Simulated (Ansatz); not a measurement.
# Kick test of a cell of NbTe8Mo3

The structure comes from a generated guess, relaxed at this level; another structure or a mixture of phases may lie lower.

The calculation used DFT PBE, scalar-relativistic, plane waves, PAW (Ansatz). Settings: cutoff 420 eV, Γ-centred mesh 12×12×2 on the computed 12-atom cell, Gaussian smearing of 0.10 eV; collinear spin from starting moments 0.3 0.0 0.0 0.0 0.0 0.0 0.0 0.0 0.0 0.0 0.0 0.0 μB.

The cell below (12 atoms, space group P-6m2 (No. 187)) is relaxed within its symmetry.

```yaml
crystal:
  lattice:
    - [3.59004, 0.00000, 0.00000]
    - [-1.79502, 3.10907, 0.00000]
    - [0.00000, 0.00000, 29.99143]
  atoms:
    - { symbol: Nb, position: [0.66667, 0.33333, 0.50000] }
    - { symbol: Te, position: [0.33333, 0.66667, 0.94011] }
    - { symbol: Te, position: [0.33333, 0.66667, 0.43728] }
    - { symbol: Te, position: [0.66667, 0.33333, 0.68902] }
    - { symbol: Te, position: [0.66667, 0.33333, 0.19121] }
    - { symbol: Te, position: [0.33333, 0.66667, 0.05989] }
    - { symbol: Te, position: [0.33333, 0.66667, 0.56272] }
    - { symbol: Te, position: [0.66667, 0.33333, 0.80879] }
    - { symbol: Te, position: [0.66667, 0.33333, 0.31098] }
    - { symbol: Mo, position: [0.33333, 0.66667, 0.74889] }
    - { symbol: Mo, position: [0.33333, 0.66667, 0.25111] }
    - { symbol: Mo, position: [0.66667, 0.33333, 0.00000] }
```

For the test it was strained at random (σ = 1.5 % a component), the atoms were moved at random (σ = 0.10 Å), and all was relaxed again on a coarse 6×6×1 mesh (in the run’s order of axes) with 0.20 eV smearing, with no symmetry imposed.

Weakly bound directions are ill-defined at this level, which has no dispersion term. These runs have no spin–orbit coupling, which can matter for Te.

Problem. What happens?

Solution. It returns, within 1 meV/atom of the unmoved cell on that mesh and with the same symmetry when read at 0.1 Å (Cm at 0.01 Å, so small strains and shifts remain). So it is stable against the distortions that fit this cell and that this random move excites. Modes that don't fit the cell aren't tested.
